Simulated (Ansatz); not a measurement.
Method: LDA, no spin polarisation; PAW, plane waves to 420 eV, 9×9×4 Γ-centred mesh, fermi-dirac occupations (width 0.1 eV) (Ansatz 0.2.0), atoms fixed.

Computed maps in the lattice plane spanned by a (left to right, 3.17 Å, 10 points from zero) and b (bottom to top, 5.21 Å, 16 points from zero), 72° apart, at height 0.750 along c. The fields are smooth PAW ones with compensation charges, not the true ones near nuclei.

Valence density. Digits on a logarithmic scale: 0 up to 0.03 e/Å³, each further digit a factor of 1.6, 9 from 1.3 e/Å³ up:
```
6653222345
4433222233
2322333332
3333334333
5665434434
8999743345
9999964335
8999985335
7999995334
5799985444
6566655677
8654345799
9864235899
9974235799
9974224689
8864212468
```

ELF. Ten even steps from '0' (0.02) to '9' (0.87):
```
6630000014
1100000000
0000000000
0000001100
2562001100
7999500101
8999950002
8988981001
5999992000
0599961152
5125411699
9710004999
7971016984
1884005870
6884002787
9862000268
```

Problem. The cell is CaIrN3. Which atoms lie within 0.2 Å of this plane, and where (fractions of a and b)?

Solution. N at (0.93, 0.13), Ca at (0.25, 0.50). The whole cell:
```yaml
crystal:
  lattice:
    - [3.16951, 0.00000, 0.00000]
    - [1.58475, -4.96589, 0.00000]
    - [0.00000, 0.00000, -7.34983]
  atoms:
    - { symbol: N, position: [0.62960, 0.74080, 0.94470] }
    - { symbol: N, position: [0.37040, 0.25920, 0.44470] }
    - { symbol: N, position: [0.37040, 0.25920, 0.05530] }
    - { symbol: N, position: [0.62960, 0.74080, 0.55530] }
    - { symbol: N, position: [0.93310, 0.13380, 0.75000] }
    - { symbol: N, position: [0.06690, 0.86620, 0.25000] }
    - { symbol: Ir, position: [0.00000, 0.00000, 0.00000] }
    - { symbol: Ir, position: [0.00000, 0.00000, 0.50000] }
    - { symbol: Ca, position: [0.24980, 0.50040, 0.75000] }
    - { symbol: Ca, position: [0.75020, 0.49960, 0.25000] }
```

Origin: a known structure type with other elements, at an estimated volume, so it need not be a known compound. Caveats: many states at the Fermi level without spin polarisation, so a magnetic state may lie lower.
